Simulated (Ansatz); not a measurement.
A generated cell, in the space group of a known form (sites not compared), of TiRe: Pm-3m (No. 221), cP2, CsCl type; a = 3.104 Å, b = 3.104 Å, c = 3.104 Å, α = 90.00°, β = 90.00°, γ = 90.00°; Re 1b (0.500, 0.500, 0.500); Ti 1a (0.000, 0.000, 0.000). The numbers are results of r2SCAN (plane waves to 500 eV, PAW, scalar-relativistic; Ansatz, a program for electronic structure), not measurements. Element references, the lowest calculated here: Re (P6₃/mmc), Ti (P6/mmm, not the ambient form).

### Question
Predict the formation energy of this Pm-3m form of TiRe from the elements from r2SCAN.

### Answer
-0.43 eV/atom.

A lower structure of this composition may exist.

Static energies, no anion corrections, no zero-point energy. Values are rounded to 0.01 eV/atom. Not shown to be the ambient phase of their composition (a lower form may be missing, and a cell relaxed within its start's symmetry can be a saddle point): TiRe (Pm-3m). Spin-orbit coupling is missing from these energies, which matters for elements this heavy. The compounds carry no spin polarisation.
